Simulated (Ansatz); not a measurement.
A geometry of SiS$_{2}$ away from equilibrium: the start of the relaxation of a relaxed SiS2 cell, doubled along one cell vector, shaken by Gaussian noise of σ = 0.08 Å a coordinate. These are r2SCAN (plane waves to 500 eV, PAW, scalar-relativistic; Ansatz, a quantum-chemistry and plane-wave program) values and carry that method's errors. Γ-centred k-mesh 7×4×2 on the run's cell (coarser than for final values), Fermi–Dirac smearing 0.05 eV.

```xyz
12
Lattice="3.3710 0.0000 0.0000 0.0000 6.7419 0.0000 0.0000 0.0000 11.5818" Properties=species:S:1:pos:R:3 pbc="T T T"
S     -0.0162     1.8577     1.2618
S      0.0052     5.1292     1.3434
S      1.6708     0.0636    10.0792
S      1.7594     3.4538    10.2392
S      1.5610     0.0191     4.4349
S      1.7566     3.2590     4.3839
S      0.0364     1.7266     7.1581
S     -0.0179     4.8859     7.0284
Si     1.6622     1.6377    -0.0194
Si     1.3854     4.9357    -0.0533
Si     0.0231     0.0355     5.8221
Si     0.0412     3.4661     5.7567
```

What forces act on the atoms (eV/Å)?


```
atom     Fx     Fy     Fz
----  -----  -----  -----
S1    -0.04  -0.64   0.53
S2    -2.28   0.18   0.65
S3    -0.29  -0.57   1.74
S4    -0.08  -1.86  -1.04
S5     1.20  -0.32   0.42
S6    -0.16   0.61   0.55
S7    -0.05  -0.36  -0.44
S8    -0.10   4.42   3.16
Si9    0.06   0.08  -1.48
Si10   2.61   2.73  -0.37
Si11  -1.19   0.14  -0.14
Si12   0.30  -4.42  -3.57
```

What is the pressure?

+1.5 GPa, compression positive.

No spin polarisation in the result. Without a van der Waals term the distances between weakly bound units are poorly fixed.

The end of the path is a generated cell of SiS2: the first start was made by a random draw of sites in a space group, and the end was not matched to a known phase here, so it may be hypothetical.
